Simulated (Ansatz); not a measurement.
**Ba2BiSb2 and its substituted relatives**

Method: DFT PBEsol, scalar-relativistic, plane waves, PAW (Ansatz 0.2.0). (420 eV cutoff, 10×10×10 k-mesh, Gaussian smearing of 0.10 eV, no spin polarisation)

The relaxed crystal:

```
Ba Sb Bi
1.0
    -2.37317    3.75586    4.97725
     2.37317   -3.75586    4.97725
     2.37317    3.75586   -4.97725
Ba Sb Bi
2 2 1
Direct
  0.71914 0.21914 0.50000
  0.28086 0.78086 0.50000
  0.70307 0.50000 0.20307
  0.29693 0.50000 0.79693
  0.00000 0.00000 0.00000
```

Each substitution replaces an element on all its sites; cell and atoms are then relaxed within the symmetry of the start. The crystals needn't be the stable forms of their compositions. Lengths are those of the primitive cell. Mesh and smearing follow each crystal's size and gap, and all runs are without spin polarisation.

A cell with an odd number of electrons and no spin polarisation is a metal by construction and may be lower with spin. Spin-orbit coupling is left out, which matters for the bands and energies of heavy elements.

Problem. Give the relaxed structure after Ba→Sr.

Solution.
```
Sr Sb Bi
1.0
    -2.26469    3.81395    4.69007
     2.26469   -3.81395    4.69007
     2.26469    3.81395   -4.69007
Sr Sb Bi
2 2 1
Direct
  0.72018 0.22018 0.50000
  0.27982 0.77982 0.50000
  0.70127 0.50000 0.20127
  0.29873 0.50000 0.79873
  0.00000 0.00000 0.00000
```
It takes space group Immm (No. 71, orthorhombic). Conventional cell: a = 4.529 Å, b = 7.628 Å, c = 9.380 Å, α = 90.00°, β = 90.00°, γ = 90.00°. Around Sr (site symmetry mm2) lie 6 Sb at 3.43 to 3.48 Å and 2 Bi at 3.47 Å. Sb (site symmetry m2m) has 1 Sb at 3.07 Å and 2 Bi at 3.21 Å and 6 Sr at 3.43 to 3.48 Å as nearest neighbours. Around Bi (site symmetry mmm) lie 4 Sb at 3.21 Å and 4 Sr at 3.47 Å.

Problem. Give the relaxed structure after Ba→Mg, Sb→As.

Solution.
```
Mg As Bi
1.0
    -1.93137    3.68200    3.93668
     1.93137   -3.68200    3.93668
     1.93137    3.68200   -3.93668
Mg As Bi
2 2 1
Direct
  0.69685 0.19685 0.50000
  0.30315 0.80315 0.50000
  0.69789 0.50000 0.19789
  0.30211 0.50000 0.80211
  0.00000 0.00000 0.00000
```
The structure is orthorhombic, space group Immm (No. 71). The conventional cell has a = 3.863 Å, b = 7.364 Å, c = 7.873 Å, α = 90.00°, β = 90.00°, γ = 90.00°. Around Mg (site symmetry mm2) lie 6 As at 2.87 to 3.26 Å and 2 Bi at 3.07 Å and 1 Mg at 3.10 Å. As (site symmetry m2m) has 6 Mg at 2.87 to 3.26 Å and 1 As at 2.91 Å and 2 Bi at 2.95 Å as nearest neighbours. Bi (site symmetry mmm) has 4 As at 2.95 Å and 4 Mg at 3.07 Å as nearest neighbours.